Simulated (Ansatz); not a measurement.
Relaxation of a relaxed Ti cell, doubled along one cell vector, shaken by Gaussian noise of σ = 0.08 Å a coordinate; 2 atoms in the cell, which starts as P-1 (No. 2), aP2; a = 2.827 Å, b = 2.827 Å, c = 4.523 Å, α = 84.29°, β = 84.29°, γ = 73.72°. Method: r2SCAN (plane waves to 500 eV, PAW, scalar-relativistic; Ansatz, an electronic-structure program). Γ-centred k-mesh 14×7×13 on the run's cell (coarser than for final values), Fermi–Dirac smearing 0.05 eV. This is the first round of the run. 

The optimiser's lines from the output (shortened; P is positive under compression):

```
relax step   1: F+E_penalty+E_count = -5008.49683172 eV  Δ(F+E_penalty+E_count) = +0.000e0 eV  max|allowed force component| = 2.337e-1 eV/Å  Δτ_max = 0.0000 Å  P = +0.052 GPa  Ω = 34.422 Å³  (7 SCF iters, dr2 threshold 1.00e-7 eV, accepted)
relax step   2: F+E_penalty+E_count = -5008.51335511 eV  Δ(F+E_penalty+E_count) = -1.652e-2 eV  max|allowed force component| = 1.569e-1 eV/Å  Δτ_max = 0.0642 Å  P = +0.933 GPa  Ω = 34.132 Å³  (7 SCF iters, dr2 threshold 2.00e-7 eV, accepted)
relax step   3: F+E_penalty+E_count = -5008.54457029 eV  Δ(F+E_penalty+E_count) = -3.122e-2 eV  max|allowed force component| = 1.017e-1 eV/Å  Δτ_max = 0.0730 Å  P = +0.740 GPa  Ω = 34.228 Å³  (7 SCF iters, dr2 threshold 2.00e-7 eV, accepted)
relax step   4: F+E_penalty+E_count = -5008.58437542 eV  Δ(F+E_penalty+E_count) = -3.981e-2 eV  max|allowed force component| = 2.200e-1 eV/Å  Δτ_max = 0.0478 Å  P = +0.533 GPa  Ω = 34.353 Å³  (7 SCF iters, dr2 threshold 2.00e-7 eV, accepted)
relax step   5: F+E_penalty+E_count = -5008.63552824 eV  Δ(F+E_penalty+E_count) = -5.115e-2 eV  max|allowed force component| = 1.769e-1 eV/Å  Δτ_max = 0.1015 Å  P = +0.356 GPa  Ω = 34.499 Å³  (7 SCF iters, dr2 threshold 2.00e-7 eV, accepted)
relax step   6: F+E_penalty+E_count = -5008.47140626 eV  Δ(F+E_penalty+E_count) = +1.641e-1 eV  max|allowed force component| = 9.655e-1 eV/Å  Δτ_max = 0.1813 Å  P = +2.724 GPa  Ω = 34.446 Å³  (8 SCF iters, dr2 threshold 2.00e-7 eV, rejected (line search))
relax step   7: F+E_penalty+E_count = -5008.66935953 eV  Δ(F+E_penalty+E_count) = -3.383e-2 eV  max|allowed force component| = 7.294e-2 eV/Å  Δτ_max = 0.0228 Å  P = +0.390 GPa  Ω = 34.467 Å³  (11 SCF iters, accepted)
relax step   8: F+E_penalty+E_count = -5008.69510694 eV  Δ(F+E_penalty+E_count) = -2.575e-2 eV  max|allowed force component| = 6.416e-2 eV/Å  Δτ_max = 0.0126 Å  P = +0.724 GPa  Ω = 34.370 Å³  (6 SCF iters, dr2 threshold 2.00e-7 eV, accepted)
relax step   9: F+E_penalty+E_count = -5008.72809262 eV  Δ(F+E_penalty+E_count) = -3.299e-2 eV  max|allowed force component| = 1.196e-1 eV/Å  Δτ_max = 0.0258 Å  P = +1.092 GPa  Ω = 34.283 Å³  (6 SCF iters, dr2 threshold 2.00e-7 eV, accepted)
relax step  10: F+E_penalty+E_count = -5008.74130228 eV  Δ(F+E_penalty+E_count) = -1.321e-2 eV  max|allowed force component| = 1.872e-2 eV/Å  Δτ_max = 0.0757 Å  P = +0.459 GPa  Ω = 34.483 Å³  (7 SCF iters, dr2 threshold 2.00e-7 eV, accepted)
relax step  11: F+E_penalty+E_count = -5008.74622528 eV  Δ(F+E_penalty+E_count) = -4.923e-3 eV  max|allowed force component| = 2.216e-3 eV/Å  Δτ_max = 0.0185 Å  P = +0.121 GPa  Ω = 34.578 Å³  (6 SCF iters, dr2 threshold 2.00e-7 eV, accepted)
relax step  12: F+E_penalty+E_count = -5008.74623916 eV  Δ(F+E_penalty+E_count) = -1.388e-5 eV  max|allowed force component| = 3.187e-4 eV/Å  Δτ_max = 0.0017 Å  P = +0.016 GPa  Ω = 34.609 Å³  (5 SCF iters, dr2 threshold 8.71e-8 eV, accepted)
relax step  13: F+E_penalty+E_count = -5008.74623751 eV  Δ(F+E_penalty+E_count) = +1.656e-6 eV  max|allowed force component| = 2.645e-4 eV/Å  Δτ_max = 0.0001 Å  P = +0.001 GPa  Ω = 34.613 Å³  (4 SCF iters, dr2 threshold 1.90e-9 eV, accepted)
relax step  14: F+E_penalty+E_count = -5008.74700890 eV  Δ(F+E_penalty+E_count) = -7.714e-4 eV  max|allowed force component| = 4.859e-4 eV/Å  Δτ_max = 0.0000 Å  P = +0.001 GPa  Ω = 34.613 Å³  stress off target by 3.81e-2 GPa  SCF on the basis re-selected at this cell (its energy is not comparable with the rows above)  (8 SCF iters)
relax step  15: F+E_penalty+E_count = -5008.74701092 eV  Δ(F+E_penalty+E_count) = -2.021e-6 eV  max|allowed force component| = 1.050e-4 eV/Å  Δτ_max = 0.0003 Å  P = +0.001 GPa  Ω = 34.613 Å³  (5 SCF iters, dr2 threshold 3.63e-9 eV, accepted)
relax step  16: F+E_penalty+E_count = -5008.74701062 eV  Δ(F+E_penalty+E_count) = +3.076e-7 eV  max|allowed force component| = 1.115e-4 eV/Å  Δτ_max = 0.0000 Å  P = +0.001 GPa  Ω = 34.613 Å³  stress off target by 1.90e-3 GPa  SCF on the basis re-selected at this cell (its energy is not comparable with the rows above)  (4 SCF iters)
```

From the first to the last row the energy changes by -0.13 eV/atom and the volume by +0.6 %. The last row is marked as not comparable with the walk above it, whose basis was carried along; it does compare with step 1, since both stand on a basis selected at the nominal cutoff for their own cell.

Step 6 was rejected by the optimiser.

Later rounds, restarted from the end of this one on a renewed k-mesh, logged 4 more steps and released under 0.01 eV/atom more. The final structure after all rounds: P6₃/mmc (No. 194), hP2, hcp (Mg type); a = 2.936 Å, b = 2.936 Å, c = 4.637 Å, α = 90.00°, β = 90.00°, γ = 120.00°. Between re-selections the logged energies stand on a plane-wave basis carried along with the cell. No spin polarisation in the result.

The run could not lose the symmetry of its start.

Of the parent cell (I4/mmm (No. 139)): it is a generated cell of Ti: the first start was made by placing the elements on the sites of a structure type, and the end was not matched to a known phase here, so it may be hypothetical. Known forms of Ti include space group No. 194.
